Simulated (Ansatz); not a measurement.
Here is the system:

KF:
```yaml
crystal:
  lattice:
    - [0.00000, 2.68512, 2.68512]
    - [2.68512, 0.00000, 2.68512]
    - [2.68512, 2.68512, 0.00000]
  atoms:
    - { symbol: K, position: [0.00000, 0.00000, 0.00000] }
    - { symbol: F, position: [0.50000, 0.50000, 0.50000] }
```

This is the HSE06-relaxed structure.

Question: All from HSE06 (plane waves, PAW; program Ansatz), unless another level is named. Predict the band gap.

Answer: 8.10 eV (direct).

Question: And the valence-band maximum?

Answer: at Γ.

Space group Fm-3m (rock salt). Symmetry was held in the HSE06 relaxation. The hybrid was solved on a coarse mesh, the path and, where they were found, the r²SCAN edge points; its band edges are the extreme levels among these.

Potentials: the earlier of the program's two PAW sets. The files were generated under PBE; for other functionals the program regenerates the frozen cores, and for LDA and PBEsol the local potential too.
